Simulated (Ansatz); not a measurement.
MgV₂O₆:
```yaml
crystal:
  lattice:
    - [4.66444, 1.71899, 0.00000]
    - [-4.66444, 1.71899, 0.00000]
    - [-2.49794, 0.00000, 6.30849]
  atoms:
    - { symbol: Mg, position: [0.00000, 0.00000, 0.50000] }
    - { symbol: V, position: [0.19511, 0.80489, 0.15960] }
    - { symbol: V, position: [0.80489, 0.19511, 0.84040] }
    - { symbol: O, position: [0.69139, 0.30861, 0.06351] }
    - { symbol: O, position: [0.30861, 0.69139, 0.93649] }
    - { symbol: O, position: [0.95834, 0.04166, 0.77329] }
    - { symbol: O, position: [0.04166, 0.95834, 0.22671] }
    - { symbol: O, position: [0.34884, 0.65116, 0.38533] }
    - { symbol: O, position: [0.65116, 0.34884, 0.61467] }
```

Relaxed with r²SCAN. Independent-particle spectrum: no excitons, no local fields, no scissors shift; 0.1 eV broadening; ε₁ of the summed bands alone.

### Question
Tabulate the dielectric function from DFT-r²SCAN in the program Ansatz with PAW potentials.

### Answer


```csv
E (eV),ε₁ xx,ε₂ xx,ε₁ yy,ε₂ yy,ε₁ zz,ε₂ zz
0.0,6.09,0.00,5.27,0.00,4.74,0.00
0.5,6.14,0.00,5.32,0.00,4.77,0.00
1.0,6.30,0.00,5.45,0.00,4.86,0.00
1.5,6.58,0.00,5.70,0.00,5.02,0.00
2.0,7.08,0.00,6.13,0.00,5.28,0.00
2.5,8.02,0.00,6.91,0.00,5.73,0.00
3.0,10.94,0.52,8.74,0.01,6.67,0.01
3.5,10.74,5.49,12.88,6.61,8.65,1.67
4.0,10.90,8.97,5.18,11.70,6.61,5.80
4.5,2.85,11.75,-0.04,6.05,4.42,5.93
5.0,1.50,4.99,1.33,3.18,3.86,4.25
5.5,3.45,4.73,3.15,2.99,3.30,4.45
6.0,3.07,6.48,4.63,6.51,2.79,4.27
6.5,2.57,5.92,0.28,5.96,3.60,3.62
7.0,2.42,8.16,-0.57,3.68,3.08,7.47
7.5,-0.84,7.10,0.32,3.66,0.33,5.59
8.0,-1.82,5.65,-0.29,3.08,-0.40,5.73
8.5,-2.60,5.03,-0.41,1.84,-1.69,3.77
9.0,-2.32,2.73,0.00,2.00,-0.75,2.21
9.5,-1.72,1.88,0.21,2.02,-0.32,2.39
10.0,-1.64,1.58,0.54,1.35,-0.91,1.84
10.5,-0.99,0.85,0.33,1.16,-0.58,1.29
11.0,-0.48,0.61,0.57,1.03,-0.04,0.65
11.5,-0.12,0.56,0.83,0.94,0.61,0.78
12.0,0.35,0.46,1.07,1.07,0.79,1.07
```

### Question
From ε at 3.6 eV (xx: 10.10 + 6.01i), find n, k, the normal reflectivity and the absorption coefficient.

### Answer
n = 3.31, k = 0.909, R = 32 %, α = 2kE/ħc = 330000 cm⁻¹.

With all bands, ε∞ without local fields is 6.34 (xx), 5.53 (yy), 4.99 (zz).

Space group C2/m. The workflow started from a Materials Project entry (that database holds measured and hypothetical structures alike); the Crystallography Open Database files this formula in space group No. 12, but the cells were not matched. Its standing as an ambient phase is unchecked. Symmetry was held in the r²SCAN relaxation; whether a distortion lowers the energy is not shown. No spin polarisation was allowed. No Hubbard U is applied.

Potentials: the later of the program's two PAW sets.
